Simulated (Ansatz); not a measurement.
Here is the system:

ZnO (wurtzite)

```
CELL_PARAMETERS angstrom
      3.23518     0.00000     0.00000
     -1.61759     2.80175     0.00000
      0.00000     0.00000     5.21141
ATOMIC_POSITIONS crystal
  Zn 0.66667 0.33333 0.00241
  Zn 0.33333 0.66667 0.50241
  O  0.66667 0.33333 0.62279
  O  0.33333 0.66667 0.12279
```

In each cell atom 3 (O, nearest neighbour Zn at 1.970 Å; its periodic images, 3.2 Å or more away, move with it) moves by s·(1.000, 0.000, 0.000) (along Cartesian x), the rest being held.

Level of theory: r2SCAN (plane waves to 500 eV, PAW, scalar-relativistic; Ansatz, a quantum-chemistry and plane-wave program). k mesh 9×9×5 (Γ-centred), Fermi-Dirac smearing 0.05 eV. Energies are smeared free energies. ZnO was relaxed with its symmetry unable to fall. ΔE is measured from the undisplaced structure.

The scan covers s from -0.590 to 0.590 Å in 11 points.

Q: Is this a single well or a double well?

A: A single well with its minimum at or next to zero displacement.

Q: Is the energy the same for equal positive and negative displacements?

A: Even: the same for both signs. With its periodic images moving along, the atom's site symmetry in this cell is 3m..

Q: What is the energy change at s = 0.590 Å?

A: 2134 meV/cell.

Q: What force acts on the atom along the line at s = -0.590 Å?

A: 9.32 eV/Å.

Q: What is the force constant k = d²E/ds² of this move at s = 0?

A: 8.42 eV/Å².

(For displaced atoms, the force is minus the slope of the energy, and its curvature is a force constant, which sets phonon frequencies.)
